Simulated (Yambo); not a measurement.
G0W0@LDA for Rb2NaScF6 (space group Fm-3m, No. 225) in Yambo. Reference settings: 2×2×2 Γ-centred k mesh, bands 3 to 317 and a 8 Ry block in the screening, 317 bands in G with the Bruneval-Gonze terminator, plasmon pole fitted at 27.2 eV. The LDA gap Γ → Γ on this mesh is 6.55 eV; G0W0 gaps are taken between the same points.

The settings were changed. The gap went from 10.45 eV to 11.14 eV, and the shift of the valence edge from -2.31 eV to -3.12 eV.

Problem. What was changed between the two runs?
A. 80 bands in W, 80 bands in G, 2 Ry block
B. 1×1×1 mesh
C. 247 bands in W, 247 bands in G, 2 Ry block
D. 80 bands in W, 80 bands in G, 3 Ry block

Solution. C, 247 bands in W, 247 bands in G, 2 Ry block. The others gave (gap, valence shift): 1×1×1 mesh: 10.38, -2.22 eV; 80 bands in W, 80 bands in G, 2 Ry block: 11.78, -3.17 eV; 80 bands in W, 80 bands in G, 3 Ry block: 11.28, -2.60 eV.

Geometry of the Materials Project entry, not relaxed at this level; primitive cell a = 6.187 Å, b = 6.187 Å, c = 6.187 Å, α = 60.00°, β = 60.00°, γ = 60.00°.

The structure is a Materials Project entry; no match was found in the copy of COD used, and its stability was not checked.

A shift is the quasiparticle energy of the state minus its LDA energy.
